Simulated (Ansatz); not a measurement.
## La2MgCu2 in Ansatz, relaxation

The command:

```bash
ansatz run input.yaml --threads 2 --pin off --max-ram 3584MiB --backend cpu --events-out ev --progress --plain --runs-dir out
```

Input:

```yaml
crystal:
  lattice:
    - [7.860764, 0.0, 0.0]
    - [0.0, 7.860764, 0.0]
    - [0.0, 0.0, 3.933012]
  atoms:
    - { symbol: Cu, position: [0.3805, 0.8805, 0.0] }
    - { symbol: Cu, position: [0.1195, 0.3805, 0.0] }
    - { symbol: Cu, position: [0.6195, 0.1195, 0.0] }
    - { symbol: Cu, position: [0.8805, 0.6195, 0.0] }
    - { symbol: La, position: [0.17368, 0.67368, 0.5] }
    - { symbol: La, position: [0.32632, 0.17368, 0.5] }
    - { symbol: La, position: [0.82632, 0.32632, 0.5] }
    - { symbol: La, position: [0.67368, 0.82632, 0.5] }
    - { symbol: Mg, position: [0.0, 0.0, 0.0] }
    - { symbol: Mg, position: [0.5, 0.5, 0.0] }
  symmetry: { tolerance: 0.0003 }
kpoints:
  mp_grid: { grid: [4, 4, 8], shift: [0, 0, 0] }
magnetization:
  spin_polarized: false
scf:
  occupations: { method: fermi_dirac }
  lower_state_search: "off"
hamiltonian:
  pseudopotentials: { kind: paw }
  xc: r2scan
basis:
  ecutwfc: 500
  fft_grid_basis: typed
relax:
  max_steps: 60
  cell: { p_target: 5.0 }
  f_tol: 0.03
output:
  forces: true
  stress: true
  eigenvalues: true
  bader: true
  populations: true
  elf: true
  write_potential: true
  volumetric_format: npy
  dos:
    e_range: [-12, 8]
    de: 0.05
    projected: { site_lists: { Cu: [Cu], La: [La], Mg: [Mg] } }
checkpoint:
  read: saved_state
```

Origin of the cell: a database entry, scaled a little.

The smearing width isn't typed, so it takes its default of 0.1 eV.

The saved state is a converged single point of the same cell.

Steps («new basis» is an SCF on plane waves selected anew at the same cell):

```
step  ΔH (meV/atom)  max force component (eV/Å)  P (GPa)  volume (Å³)  SCF iterations   step was
   1            0.0                       0.023     0.81       243.03               7   accepted
   2          -13.0                       0.039     8.32       217.55              10   accepted
   3          -22.3                       0.005     4.75       228.08               9   accepted
   4          -22.5                       0.005     4.99       227.30               7   accepted
   5          -22.5                       0.004     5.03       227.15               8   accepted
   6          -22.5                       0.002     5.02       227.19              10   accepted
   7          -22.1                       0.002     5.01       227.19               8  new basis
```

Step 1, with forces in eV/Å:

```xyz
10
Lattice="7.861 0.000 0.000 0.000 7.861 0.000 0.000 0.000 3.933" Properties=species:S:1:pos:R:3:forces:R:3 pbc="T T T" step=1
Cu    2.991    6.921    0.000    0.023    0.023    0.000
Cu    0.939    2.991    0.000   -0.023    0.023    0.000
Cu    4.870    0.939    0.000   -0.023   -0.023    0.000
Cu    6.921    4.870    0.000    0.023   -0.023    0.000
La    1.365    5.296    1.967   -0.016   -0.016    0.000
La    2.565    1.365    1.967    0.016   -0.016    0.000
La    6.496    2.565    1.967    0.016    0.016    0.000
La    5.296    6.496    1.967   -0.016    0.016    0.000
Mg    0.000    0.000    0.000    0.000    0.000    0.000
Mg    3.930    3.930    0.000    0.000    0.000    0.000
```

Step 2, with forces in eV/Å:

```xyz
10
Lattice="7.629 0.000 0.000 0.000 7.629 0.000 0.000 0.000 3.738" Properties=species:S:1:pos:R:3:forces:R:3 pbc="T T T" step=2
Cu    2.891    6.705    0.000   -0.015   -0.015    0.000
Cu    0.923    2.891    0.000    0.015   -0.015    0.000
Cu    4.738    0.923    0.000    0.015    0.015    0.000
Cu    6.705    4.738    0.000   -0.015    0.015    0.000
La    1.322    5.137    1.869    0.039    0.039    0.000
La    2.492    1.322    1.869   -0.039    0.039    0.000
La    6.306    2.492    1.869   -0.039   -0.039    0.000
La    5.137    6.306    1.869    0.039   -0.039    0.000
Mg    0.000    0.000    0.000    0.000    0.000    0.000
Mg    3.814    3.814    0.000    0.000    0.000    0.000
```

Step 3, with forces in eV/Å:

```xyz
10
Lattice="7.734 0.000 0.000 0.000 7.734 0.000 0.000 0.000 3.813" Properties=species:S:1:pos:R:3:forces:R:3 pbc="T T T" step=3
Cu    2.938    6.805    0.000    0.004    0.004    0.000
Cu    0.929    2.938    0.000   -0.004    0.004    0.000
Cu    4.796    0.929    0.000   -0.004   -0.004    0.000
Cu    6.805    4.796    0.000    0.004   -0.004    0.000
La    1.345    5.212    1.906    0.005    0.005    0.000
La    2.522    1.345    1.906   -0.005    0.005    0.000
La    6.389    2.522    1.906   -0.005   -0.005    0.000
La    5.212    6.389    1.906    0.005   -0.005    0.000
Mg    0.000    0.000    0.000    0.000    0.000    0.000
Mg    3.867    3.867    0.000    0.000    0.000    0.000
```

Step 7, with forces in eV/Å:

```xyz
10
Lattice="7.746 0.000 0.000 0.000 7.746 0.000 0.000 0.000 3.787" Properties=species:S:1:pos:R:3:forces:R:3 pbc="T T T" step=7
Cu    2.946    6.819    0.000    0.002    0.002    0.000
Cu    0.926    2.946    0.000   -0.002    0.002    0.000
Cu    4.799    0.926    0.000   -0.002   -0.002    0.000
Cu    6.819    4.799    0.000    0.002   -0.002    0.000
La    1.354    5.226    1.893   -0.001   -0.001    0.000
La    2.519    1.354    1.893    0.001   -0.001    0.000
La    6.392    2.519    1.893    0.001    0.001    0.000
La    5.226    6.392    1.893   -0.001    0.001    0.000
Mg    0.000    0.000    0.000    0.000    0.000    0.000
Mg    3.873    3.873    0.000    0.000    0.000    0.000
```

* Enthalpy lowered by: 22.1 meV/atom
* Volume change: -6.52 %
* Final pressure: 5.01 GPa
* Relaxation steps listed: 7

Caveats: no moments, though an odd count or open d shells may carry them; no spin-orbit coupling, though heavy elements are present; the relaxation held the start's symmetry, so the end may be a saddle point.

The run took 8.4 min on 2 threads of Arm Neoverse V1 (shared host), peak memory 1.4 GiB, from a saved density.
